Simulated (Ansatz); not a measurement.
HfO$_{2}$:
```xyz
6
Lattice="3.5374 0.0000 0.0000 0.0000 3.5374 0.0000 0.0000 0.0000 5.1035" Properties=species:S:1:pos:R:3 pbc="T T T"
Hf     1.7687     1.7687     2.5517
Hf     0.0000     0.0000     0.0000
O      0.0000     1.7687     3.5908
O      0.0000     1.7687     1.0390
O      1.7687     0.0000     4.0645
O      1.7687     0.0000     1.5127
```

Relaxed with LDA.

Question: Decompose the optical modes at the zone centre into irreducible representations, and say which are infrared and Raman allowed.

Answer: Point group 4/mmm: Γ_opt = A1g + A2u + 2B1g + B2u + 3Eg + 2Eu. Infrared: A2u, Eu. Raman: A1g, B1g, Eg.

Question: Assign frequencies (DFPT, LDA in the plane-wave PAW code Ansatz; without the LO–TO term).

Answer: Eu 102, Eg 105, B1g 233, A1g 293, A2u 323, Eg 460, Eu 465, B1g 606, B2u 670, Eg 676 cm⁻¹.

Subscripts of B labels follow the axes of the standard setting.

Space group P4_2/nmc. This is a known high-temperature phase of the composition, computed here at zero pressure and temperature. Symmetry was held in the LDA relaxation; its stability against distortions is not shown here. No spin polarisation was allowed. Spin–orbit coupling is left out wherever it is not named.

Potentials: the earlier of the program's two PAW sets. The files were generated under PBE; for other functionals the program regenerates the frozen cores, and for LDA and PBEsol the local potential too.
